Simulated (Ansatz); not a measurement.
In DFT-r²SCAN+D4 in the program Ansatz with PAW potentials, In2O3 in the La2O3 or Ni2Al3 type structure (P-3m1) relaxes to a = 3.418 Å, c = 6.054 Å. O on 1a has 6 nearest neighbours from 2.44 Å (octahedral). Its formation energy from the elements is -1.69 eV/atom, with no fitted shifts.

It is gapped at this level: 1.34 eV (smallest direct gap 1.37 eV). The screened hybrid HSE06 puts the gap at 2.21 eV. Gap from r²SCAN+D4 with spin–orbit coupling: 1.34 eV. The electron mass is 0.15, 0.18, 0.18 mₑ (principal values). The hole mass is 0.61, 3.1, 4.9 mₑ (principal values).

The relaxed-ion elastic constants in GPa are C11 = 279, C12 = 182, C13 = 124, C14 = 60.2, C33 = 144, C44 = 67.3. Bader charges are In +1.94, O -1.34 to -1.27 e.

The start of the workflow was typed in or built on a structure type; neither database checked (COD, Materials Project) lists it. It is not the phase usual at ambient conditions (space group No. 206). The cell was relaxed with r²SCAN+D4 under the symmetry of its start. At this level the phase is mechanically unstable. The volume moved by -25 % from the start of the relaxation. The references are the lowest solids computed at this level, not always the standard phases (solids in place of the gases). Spin–orbit coupling is left out wherever it is not named.

Potentials: the earlier of the program's two PAW sets. The files were generated under PBE; for other functionals the program regenerates the frozen cores, and for LDA and PBEsol the local potential too.
